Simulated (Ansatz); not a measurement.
# Computed map of one atom of the cell: Ag (fcc, Cu type)

Starting cell, Ag (fcc, Cu type):

```xyz
4
Lattice="4.1486 0.0000 0.0000 0.0000 4.1486 0.0000 0.0000 0.0000 4.1486" Properties=species:S:1:pos:R:3 pbc="T T T"
Ag     0.0000     0.0000     0.0000
Ag     2.0743     2.0743     0.0000
Ag     2.0743     0.0000     2.0743
Ag     0.0000     2.0743     2.0743
```

Two-dimensional scan of atom 1 (Ag, nearest neighbour Ag at 2.933 Å; its periodic images, 4.1 Å or more away, move with it): u runs along (1.000, 0.000, 0.000), v along (0.000, 0.000, 1.000) (Cartesian). Cell and other atoms are fixed.

Computed with PBE (plane waves to 420 eV, PAW, scalar-relativistic; Ansatz, a first-principles code). k mesh 9×9×9 (Γ-centred), Fermi-Dirac smearing 0.05 eV. Energies are smeared free energies. With partly filled bands, energies and forces of such displacements shift with the k mesh and the smearing. Fu and Fv are the components of the force on the atom. On this mesh the relaxed cell isn't quite at rest: it carries a pressure of -0.1 GPa (compression positive) at the zero of the scan. Ag was relaxed with its symmetry unable to fall. ΔE is measured from the undisplaced structure. Axes are in Å.

ΔE (eV/cell), with u across and v down:

| v \ u | -0.440 | -0.293 | -0.147 | 0.000 | 0.147 | 0.293 | 0.440 |
|---|---|---|---|---|---|---|---|
| -0.440 | 1.266 | 0.811 | 0.563 | 0.484 | 0.563 | 0.811 | 1.266 |
| -0.293 | 0.811 | 0.460 | 0.267 | 0.205 | 0.267 | 0.460 | 0.811 |
| -0.147 | 0.563 | 0.267 | 0.102 | 0.050 | 0.102 | 0.267 | 0.563 |
| 0.000 | 0.484 | 0.205 | 0.050 | 0.000 | 0.050 | 0.205 | 0.484 |
| 0.147 | 0.563 | 0.267 | 0.102 | 0.050 | 0.102 | 0.267 | 0.563 |
| 0.293 | 0.811 | 0.460 | 0.267 | 0.205 | 0.267 | 0.460 | 0.811 |
| 0.440 | 1.266 | 0.811 | 0.563 | 0.484 | 0.563 | 0.811 | 1.266 |

Fu (eV/Å), with u across and v down:

```csv
v \ u,-0.440,-0.293,-0.147,0.000,0.147,0.293,0.440
-0.440,3.93,2.34,1.08,0.00,-1.08,-2.34,-3.93
-0.293,3.01,1.82,0.85,0.00,-0.85,-1.82,-3.01
-0.147,2.53,1.54,0.72,0.00,-0.72,-1.54,-2.53
0.000,2.38,1.46,0.69,0.00,-0.69,-1.46,-2.38
0.147,2.53,1.54,0.72,0.00,-0.72,-1.54,-2.53
0.293,3.01,1.82,0.85,0.00,-0.85,-1.82,-3.01
0.440,3.93,2.34,1.08,0.00,-1.08,-2.34,-3.93
```

Key numbers:

* **Principal force constants in the plane (five-point differences of the forces)**: 4.6 eV/Å², isotropic
* **Centre of the map**: a minimum
* **Lowest place on the grid**: u = 0.000 Å, v = 0.000 Å (0 meV/cell)
* **Highest place on the grid, met at several equal points**: u = -0.440 Å, v = -0.440 Å; u = 0.440 Å, v = -0.440 Å; u = -0.440 Å, v = 0.440 Å; u = 0.440 Å, v = 0.440 Å (1266 meV/cell)

(A displaced cell: forces are minus the slopes of the energy, force constants its curvatures, and phonons follow from these.)
